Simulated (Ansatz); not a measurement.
## Fields on a plane of TiPd (CsCl type)

```xyz
2
Lattice="3.1018 0.0000 0.0000 0.0000 3.1018 0.0000 0.0000 0.0000 3.1018" Properties=species:S:1:pos:R:3 pbc="T T T"
Ti     1.5509     1.5509     1.5509
Pd     0.0000     0.0000     0.0000
```

The slice is a {110} plane (indices of the conventional cell) through the point (0.000, 0.000, 0.000) (fractional), spanned by u = [100] and v = [011] in vectors of this cell: u (3.10 Å) and v (4.39 Å, at 90° to u). It covers one period; positions are fractions (u, v).

Atoms on it: Ti at (0.50, 0.50); Pd at (0.00, 0.00).

Calculation: LDA (plane waves to 420 eV, PAW, scalar-relativistic; Ansatz, a quantum-chemistry and plane-wave program). k mesh 15×15×15. Inside the PAW spheres the values are not all-electron values, and peaks at nuclei hang on which shells count as valence. TiPd is run without spin polarisation. TiPd was relaxed with its symmetry unable to fall.

```
|xxxxxxx:#@@@#:xxxxxx|
|xxxxxxx=#@@@#=xxxxxx|
|xxxxxx +#@@@#+ xxxxx|
|xxxxxx:*#%@%#*:xxxxx|
|xxxxx.=*#####*=.xxxx|
|xxx :==+++++++==: xx|
|::-===--.. ..--===-:|
|***+=-. xxxxx .-=+**|
|##*+- xxxxxxxxx -+*#|
|%%*=.xxxxxxxxxxx.=*%|
|%#*- xxxxxxxxxxx -*#|
|##+.xxxxxxxxxxxxx.+#|
|#*= xxxxxxxxxxxxx =*|
|#*= xxxxxxxxxxxxx =*|
|#*= xxxxxxxxxxxxx =*|
|##+.xxxxxxxxxxxxx.+#|
|%#*- xxxxxxxxxxx -*#|
|%%*=.xxxxxxxxxxx.=*%|
|##*+- xxxxxxxxx -+*#|
|***+=-. xxxxx .-=+**|
|::-===--.. ..--===-:|
|xxx :==+++++++==: xx|
|xxxxx.=*#####*=.xxxx|
|xxxxxx:*#%@%#*:xxxxx|
|xxxxxx +#@@@#+ xxxxx|
|xxxxxxx=#@@@#=xxxxxx|
|xxxxxxx:#@@@#:xxxxxx|
|xxxxxxx:#@@@#:xxxxxx|
```
Scale: ten equal steps from 3.00 (start of ' ') to 11.06 (end of '@'), in the order ' .:-=+*#%@'. Values: electrostatic potential energy of an electron, from the cell's mean, in eV. The map has 20 points along u (one character each, u = 0 at the left) and 28 along v (v = 0 in the bottom row). Points within 1 Å of a nucleus are blanked (x), as the pseudised field means little there. Values under 3 eV are set to 3. The zero, the cell's mean, hangs on the PAW cores.

| v \ u | 0.00 | 0.15 | 0.30 | 0.45 | 0.60 | 0.75 | 0.90 |
|---|---|---|---|---|---|---|---|
| 0.93 | 1.1 | 0.8 | -0.1 | -0.6 | -0.5 | 0.2 | 1.0 |
| 0.86 | 0.7 | 0.3 | -0.3 | -0.7 | -0.6 | -0.1 | 0.5 |
| 0.79 | 0.0 | -0.2 | -0.5 | -0.7 | -0.6 | -0.4 | -0.1 |
| 0.71 | -0.5 | -0.5 | -0.5 | -0.4 | -0.4 | -0.6 | -0.5 |
| 0.64 | -0.7 | -0.6 | -0.2 | 0.4 | 0.3 | -0.4 | -0.7 |
| 0.57 | -0.8 | -0.6 | 0.3 | 0.9 | 0.8 | -0.1 | -0.7 |
| 0.50 | -0.8 | -0.6 | 0.5 | 1.0 | 0.9 | 0.1 | -0.7 |
| 0.43 | -0.8 | -0.6 | 0.3 | 0.9 | 0.8 | -0.1 | -0.7 |
| 0.36 | -0.7 | -0.6 | -0.2 | 0.4 | 0.3 | -0.4 | -0.7 |
| 0.29 | -0.5 | -0.5 | -0.5 | -0.4 | -0.4 | -0.6 | -0.5 |
| 0.21 | 0.0 | -0.2 | -0.5 | -0.7 | -0.6 | -0.4 | -0.1 |
| 0.14 | 0.7 | 0.3 | -0.3 | -0.7 | -0.6 | -0.1 | 0.5 |
| 0.07 | 1.1 | 0.8 | -0.1 | -0.6 | -0.5 | 0.2 | 1.0 |
| 0.00 | 1.1 | 1.0 | 0.0 | -0.6 | -0.5 | 0.4 | 1.1 |

Values: log₁₀ of the valence density in e/Å³. The scale is logarithmic, as a density can span decades between atoms and voids.

| Property | Value |
|---|---|
| Density on the Ti–Pd line (2.69 Å) at its density minimum, 1.2 Å from Ti | 0.28 e/Å³ |
| ELF at that point | 0.2 |
